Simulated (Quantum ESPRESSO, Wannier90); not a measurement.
## TlBr (Cmcm), plane waves to Wannier functions

Cell from Materials Project (mp-568949), symmetrised, no further relaxation. Not found in the COD (Crystallography Open Database) copy used, which has the formula in other groups; not checked further. Method: PBEsol plane waves in Quantum ESPRESSO 7.5 (PseudoDojo norm-conserving files, 50 Ry, no spin polarisation, no spin-orbit coupling), Bloch states on a 8×6×8 mesh through Γ, Wannier90 4.0.1. Density: 8×6×8 mesh, cold smearing 0.01 Ry. Spin-orbit coupling is left out although heavy elements are present.

```
begin unit_cell_cart
ang
    4.4195100000    0.0000000000    0.0000000000
    0.0000000000    0.0000000000   -4.9717600000
   -2.2097550000    6.2222700000    0.0000000000
end unit_cell_cart
mp_grid = 8 6 8
```

Neighbour vectors b of the finite-difference formula (Å⁻¹), by shell:

| shell | b_x | b_y | b_z |
|---|---|---|---|
| 1 | 0.00000 | 0.12622 | 0.00000 |
| 1 | 0.00000 | -0.12622 | 0.00000 |
| 2 | 0.17771 | 0.06311 | 0.00000 |
| 2 | 0.17771 | -0.06311 | 0.00000 |
| 2 | -0.17771 | -0.06311 | 0.00000 |
| 2 | -0.17771 | 0.06311 | 0.00000 |
| 3 | 0.00000 | 0.00000 | -0.21063 |
| 3 | 0.00000 | 0.00000 | 0.21063 |

Q: Find the weights w_b from the completeness condition Σ_b w_b b_α b_β = δ_αβ.

A: Shell 1: Σ b_x² = 0.000, Σ b_y² = 0.032, Σ b_z² = 0.000 Å⁻²
Shell 2: Σ b_x² = 0.126, Σ b_y² = 0.016, Σ b_z² = 0.000 Å⁻²
Shell 3: Σ b_x² = 0.000, Σ b_y² = 0.000, Σ b_z² = 0.089 Å⁻²
Each of the three diagonal sums, weighted, has to give 1 and the off-diagonal ones 0, which holds for w_1 = 27.4 Å², w_2 = 7.92 Å², w_3 = 11.3 Å². Check on xx: 27.42×0.000 + 7.92×0.126 + 11.27×0.000 = 1.00.

On this mesh the 10 functions of bands 1-2,13-20 (valence bands; start: s functions at the bond centres, conv_tol = 1.0e-6) end with spreads 1.7672, 1.6971, 1.7370, 1.7936, 2.3528, 1.7932, 1.6971, 1.7679, 1.7369, 2.3528 Å², Ω_I = 16.8939 Å² and Ω_D = 0.0101 Å².

Ω_total is the sum of the spreads, 18.696 Å². Ω_OD = Ω_total − Ω_I − Ω_D = 1.792 Å². Only (Ω_D + Ω_OD)/Ω_total = 9.6 % depends on the gauge, and another start could lower the total by that share at most. The rms radius is √(Ω_total/10) = 1.37 Å.
